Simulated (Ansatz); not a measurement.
Below is a relaxed structure of TiSn₂O₆. The cell was found from a structure generator's guess, not taken from experiment.

Level of theory: DFT PBE, scalar-relativistic, plane waves, PAW in Ansatz. Cutoff 420 eV, Γ-centred mesh, Gaussian smearing, no spin polarisation.

```
CELL_PARAMETERS angstrom
7.46931 -1.56792 0.00000
7.46931 1.56792 0.00000
-0.23124 0.00000 4.82192
ATOMIC_POSITIONS crystal
Ti 0.00000 0.00000 0.50000
Sn 0.34446 0.34446 0.97509
Sn 0.65554 0.65554 0.02491
O 0.44115 0.44115 0.67429
O 0.77395 0.77395 0.78507
O 0.09271 0.09271 0.80623
O 0.90729 0.90729 0.19377
O 0.22605 0.22605 0.21493
O 0.55885 0.55885 0.32571
```

Energies over the elements count from the elements' standard structures at the same level (O₂ as a molecule), with no fitted energy shifts. The references include grey tin.

Question: What space group does it have?

Answer: C2/m (No. 12). Conventional cell: a = 14.939 Å, b = 3.136 Å, c = 4.827 Å, β = 92.7°. Ti is surrounded by 6 O at 1.98–2.00 Å; around Sn lie 6 O at 2.08–2.16 Å; around O on its first site lie 2 Ti at 2.00 Å and 1 Sn at 2.10 Å; O on its second site is surrounded by 3 Sn at 2.08–2.16 Å; 1 more site not described.

Question: How far does it lie from the elements in energy?

Answer: −2.016 eV/atom. It lies below the elements, which doesn't yet make it stable against other compounds or structures.

Question: Is it a metal?

Answer: No, the gap on the 10×10×6 mesh is 1.89 eV.

The last run used a 10×10×6 mesh (in the run's order of axes) for its 9-atom cell and Gaussian smearing of 0.02 eV. Kohn–Sham gaps at this level usually fall short of measured ones. Symmetry constrained the relaxation, so the result can be a saddle point.
